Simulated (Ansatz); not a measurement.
Trial structures of Ga₃SbN₂: starts and ends

All numbers below come from Ansatz 0.2.0, DFT PBE, scalar-relativistic, plane waves, PAW. Settings: cutoff 420 eV, Γ-centred meshes spaced at most about 0.3 Å⁻¹, and about 0.25 Å⁻¹ or finer for metals (2π included), Gaussian smearing. No spin polarisation in the final relaxations.

Each guess was relaxed in cell and atoms at zero pressure, within the symmetry of its start. Temperature and zero-point effects are left out. Coordination counts N or Sb atoms around Ga (for each partner element, those within 1.25 times its shortest distance or 1.15 times the sum of covalent radii, where it is the nearest in units of that sum or under 1.3; a plus sign parts groups by distance over the sum of covalent radii; the shortest distance is added where it exceeds 1.18 times the sum of covalent radii; a slash parts the counts of unlike sites).

```tsv
guess	made from	start group	V start (Å³/atom)	end group	V end (Å³/atom)	coordination at the end	gap on mesh (eV)	E over the lowest end (meV/atom)
1	Mg2SiNi3 type	R-3m	17.3	R-3m	23.3	Ga 4	0	325
2	DyB2Ru3 type	P6/mmm	17.1	P6/mmm	14.5	Ga 8	0	217
3	Mg3HgAu2 type	P4/mmm	16.6	P4/mmm	15.4	Ga 4/8 from 3.8 Å	0	0
4	random cell	P6mm	36.8	P6mm	16.1	Ga 2+2	0	13
5	random cell	P6/mmm	18.6	?	?	?	?	?
6	random cell	P6/mmm	21.6	P6/mmm	28.0	Ga 4 from 3.0 Å	0	430
```

Guess 5 as it starts:

```
CELL_PARAMETERS angstrom
4.37863 0.00000 0.00000
-2.18932 3.79201 0.00000
0.00000 0.00000 6.73408
ATOMIC_POSITIONS crystal
Ga 0.50000 0.00000 0.00000
Ga 0.00000 0.50000 0.00000
Ga 0.50000 0.50000 0.00000
Sb 0.00000 0.00000 0.50000
N 0.00000 0.00000 0.27593
N 0.00000 0.00000 0.72407
```

Problem. Predict the end of this guess and its energy over the lowest end.

Solution. It ends in space group P6/mmm (No. 191), with a = 5.280 Å, c = 6.623 Å, 26.7 Å³/atom and no gap. It lies 0.90 eV/atom over the lowest end, above guess 6 and so the highest of the set. Counting N or Sb atoms around Ga, this end has Ga 4 from 3.0 Å and the lowest (guess 3) has Ga 4/8 from 3.8 Å. The lowest (guess 3) holds Sb–Sb nets (shortest 2.92 Å); in this end the shortest Sb–Sb distance is 5.28 Å.

```cif
data_structure
_symmetry_space_group_name_H-M 'P6/mmm'
_symmetry_Int_Tables_number 191
_cell_length_a 5.2803
_cell_length_b 5.2803
_cell_length_c 6.6232
_cell_angle_alpha 90.000
_cell_angle_beta 90.000
_cell_angle_gamma 120.000
_cell_volume 159.92
loop_
_atom_site_label
_atom_site_type_symbol
_atom_site_symmetry_multiplicity
_atom_site_Wyckoff_symbol
_atom_site_fract_x
_atom_site_fract_y
_atom_site_fract_z
_atom_site_occupancy
Ga1 Ga 3 f 0.50000 0.00000 0.00000 1
Sb1 Sb 1 b 0.00000 0.00000 0.50000 1
N1 N 2 e 0.00000 0.00000 0.20715 1
```

Energies over the elements count from the elements' standard structures at the same level (N₂ as a molecule), with no fitted energy shifts.

Problem. Is the lowest end bound against the elements?

Solution. No: its formation energy is +0.33 eV/atom. A positive value: parting into the elements would lower its energy.

The k mesh leaves some 4 meV/atom of noise in the energy of each metallic cell. Weakly bound directions are ill-defined at this level, which has no dispersion term (P6/mmm at 28.0 Å³/atom, P6/mmm at 26.7 Å³/atom), and this can change margins and order among such cells. Spin–orbit coupling, which can matter for Sb, is left out. The zero gap of R-3m may come from the functional, which often closes small gaps. Cells relaxed within their symmetry can be saddle points. A lower structure may well exist outside this small set. Some types were kept out of the candidates beforehand, so the set may lack a known form.
